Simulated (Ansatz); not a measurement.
A trial structure of TiGaC4N4 was built thus: two interpenetrating cyanide-bridged diamond nets (P-43m, No. 215). The dimensions are guesses.

Space group P-43m (No. 215). a = 5.884 Å, b = 5.884 Å, c = 5.884 Å, α = 90.00°, β = 90.00°, γ = 90.00°
| atom | site | symmetry | x | y | z |
| --- | --- | --- | --- | --- | --- |
| Ti | 1b | -43m | 0.5000 | 0.5000 | 0.5000 |
| Ga | 1a | -43m | 0.0000 | 0.0000 | 0.0000 |
| C | 4e | .3m | 0.1860 | 0.1860 | 0.1860 |
| N | 4e | .3m | 0.3008 | 0.3008 | 0.3008 |

Theory: Ansatz, DFT PBE, scalar-relativistic, plane waves, PAW. Cutoff 420 eV, Gaussian smearing, Γ-centred meshes. Cell and atoms relax first on a coarse mesh and then on a finer one. In between, the cell is made exact in the group found at 0.06 Å. In metals the finer mesh still leaves noise of several meV/atom or more. The steps can't lower the symmetry of their start. Collinear spin, starting moments Ti 1.0 μB.

A guess keeps its type if space group and coordination stay and the shape of the cell changes little (axis ratios within about 15 %, angles within 6°); the volume may change.

**Question.** Does this structure survive the relaxation?

**Answer.** It keeps its type. The symmetry stays P-43m (No. 215). The volume per atom grows by 4.4 %, from 20.4 to 21.3 Å³. The shortest distance goes from 1.17 Å (C–N) to 1.18 Å (C–N). Counting neighbours within 15 % of an atom's shortest distance, the start has C 1, Ga 4, N 1, Ti 4 and the end C 1, Ga 4, N 1, Ti 4.

The last run used collinear spin, a 6×6×6 mesh for its 10-atom cell and Gaussian smearing of 0.10 eV. The magnetic state reached may not be the lowest. A structure relaxed within its symmetry needn't be a true minimum.
